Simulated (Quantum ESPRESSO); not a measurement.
PbI₂ has the hexagonal space group P6₃mc (No. 186), Pearson symbol hP6. Lattice parameters: a = b = 4.618 Å, c = 14.551 Å, α = β = 90.00°, γ = 120.00°. I1 on 2b is coordinated by 3 Pb at 3.259 Å (trigonal pyramidal). I2 on 2a is coordinated by 3 Pb at 3.256 Å (trigonal pyramidal). Pb on 2b is surrounded by 6 I at 3.256–3.259 Å (octahedral). (Neighbours: up to the widest gap in distance over summed covalent radii, below 1.35, at either atom; cation-cation contacts left out.)

The geometry is that of Materials Project entry mp-567503, symmetrised and not relaxed again.

Question: What does norm-conserving PBEsol (Quantum ESPRESSO, 70 Ry, with spin-orbit coupling) give for the electronic structure near the Fermi level?

Answer: The PBEsol gap is direct, 1.48 eV at Γ. 

This is not the ordinary phase of the substance.
